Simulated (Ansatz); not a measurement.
**Profile along the P–B line in BP (zinc blende)**

BP (zinc blende), conventional cell a = b = c = 4.5485 Å, α = β = γ = 90.00°. The calculation uses the primitive cell of 2 atoms, to which meshes and values per cell refer.

Fields along a shortest P–B line of a {110} plane (1.97 Å), from P to B, interpolated on the slice's grid (step about 0.2 Å). All values below come from PBE (plane waves to 420 eV, PAW, scalar-relativistic; Ansatz, a quantum-chemistry and plane-wave program). k mesh 12×12×12. Near the nuclei the fields are pseudised (PAW); where an atom keeps semicore shells as valence, they peak there. BP was relaxed with its symmetry unable to fall.

| distance from P (Å) | valence electron density (e/Å³) | electron localisation function | density of the highest valence band (e/Å³) | density of the lowest conduction band (e/Å³) |
|---|---|---|---|---|
| 0.00 | 0.03 | x | 0.000 | 0.000 |
| 0.20 | 0.12 | x | 0.038 | 0.011 |
| 0.39 | 0.48 | x | 0.140 | 0.046 |
| 0.59 | 0.86 | 0.86 | 0.232 | 0.075 |
| 0.79 | 0.96 | 0.95 | 0.260 | 0.071 |
| 0.98 | 0.89 | 0.95 | 0.250 | 0.065 |
| 1.18 | 0.85 | 0.93 | 0.243 | 0.088 |
| 1.38 | 0.86 | 0.81 | 0.245 | 0.132 |
| 1.58 | 0.75 | x | 0.205 | 0.148 |
| 1.77 | 0.43 | x | 0.083 | 0.095 |
| 1.97 | 0.23 | x | 0.003 | 0.046 |

x: too close to a nucleus for the ELF to mean much. Band densities are of whole bands, smooth part only.

Density on the P–B line (1.97 Å) at its midpoint: 0.89 e/Å³. ELF at that point: 1.0. ELF maximum in the middle third of the P–B line: 0.95, 0.9 Å from P.
